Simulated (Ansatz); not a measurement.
BeNi (CsCl type, Pm-3m), LDA in the plane-wave PAW code Ansatz, all energies at zero smearing, with the estimated change up to a 700 eV cutoff added, with one set of potentials and settings (totals compare only within such a set). Cell of 2 atoms (1 Be, 1 Ni): -5862.637 eV.

```tsv
element	reference phase	E (eV/atom)
Be	P6_3/mmc, 2 atoms in the cell	-88.2330
Ni	Fm-3m, 1 atoms in the cell, spin-polarised	-5773.3813
```

Formation energy per atom, worked out: (-5862.637 − 1×(-88.2330) − 1×(-5773.3813))/2 = -0.511 eV/atom (-49 kJ per mol of atoms), at 0 K, without zero-point energy or fitted corrections.

The first step of the workflow began from a Materials Project structure, measured or hypothetical; the Crystallography Open Database copy checked does not list it. With Be and Ni taken as one species the cell has the higher symmetry Im-3m, so it may be an ordered model of a mixed-site phase. Whether it is the stable phase at ambient conditions was not checked. The LDA relaxation kept the symmetry of its start; of distortions, only those at the zone centre were tested. No spin polarisation was allowed. The references are the lowest solids computed at this level, not always the standard phases.

Potentials: the later of the program's two PAW sets.
